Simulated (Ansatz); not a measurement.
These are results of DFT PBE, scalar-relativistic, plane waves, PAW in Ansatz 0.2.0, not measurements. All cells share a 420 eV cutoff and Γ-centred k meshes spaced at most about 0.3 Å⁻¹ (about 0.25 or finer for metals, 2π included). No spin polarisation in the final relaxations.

Temperature and zero-point effects are left out.

Compare these two cells of BeAl, each relaxed at this level.

A.

```cif
data_structure
_symmetry_space_group_name_H-M 'P2_1/m'
_symmetry_Int_Tables_number 11
_cell_length_a 3.8611
_cell_length_b 2.6654
_cell_length_c 5.2126
_cell_angle_alpha 90.000
_cell_angle_beta 107.864
_cell_angle_gamma 90.000
_cell_volume 51.06
loop_
_atom_site_label
_atom_site_type_symbol
_atom_site_symmetry_multiplicity
_atom_site_Wyckoff_symbol
_atom_site_fract_x
_atom_site_fract_y
_atom_site_fract_z
_atom_site_occupancy
Be1 Be 2 e 0.37350 0.25000 0.33505 1
Al1 Al 2 e 0.81054 0.75000 0.17901 1
```

B.

```cif
data_structure
_symmetry_space_group_name_H-M 'P4/mmm'
_symmetry_Int_Tables_number 123
_cell_length_a 2.6555
_cell_length_b 2.6555
_cell_length_c 3.5807
_cell_angle_alpha 90.000
_cell_angle_beta 90.000
_cell_angle_gamma 90.000
_cell_volume 25.25
loop_
_atom_site_label
_atom_site_type_symbol
_atom_site_symmetry_multiplicity
_atom_site_Wyckoff_symbol
_atom_site_fract_x
_atom_site_fract_y
_atom_site_fract_z
_atom_site_occupancy
Be1 Be 1 c 0.50000 0.50000 0.00000 1
Al1 Al 1 b 0.00000 0.00000 0.50000 1
```

Question: Which would you expect to be lower, and how large is the difference?

Answer: A is lower, by 76 meV/atom. A has space group P2_1/m (No. 11), 12.8 Å³/atom and no gap on its mesh; B has the CuAu (L1_0) type, space group P4/mmm (No. 123), 12.6 Å³/atom and no gap. Counting all near atoms (those within 1.25 times the shortest distance at each site; a plus sign parts nearer from farther groups), A has Be 2+7, Al 12 and B has Be 12, Al 12. Even the lower one lies +0.18 eV/atom against the reference forms of the elements (uncorrected), so neither is stable at this level. In A, Be has 2 Be at 2.16 Å, 5 Al at 2.47–2.55 Å, 2 Be at 2.67 Å and 1 Al at 2.83 Å; around Al lie 5 Be at 2.47–2.55 Å, 2 Al at 2.67 Å, 1 Be at 2.83 Å and 4 Al at 2.87–3.01 Å. In B, Be has 8 Al at 2.59 Å and 4 Be at 2.66 Å; Al is surrounded by 8 Be at 2.59 Å and 4 Al at 2.66 Å. Both come from invented guesses. A third cell relaxed alike, in P6_3/mmc, lies 20 meV/atom below the lower of the two.

Cells relaxed within their symmetry can be saddle points.
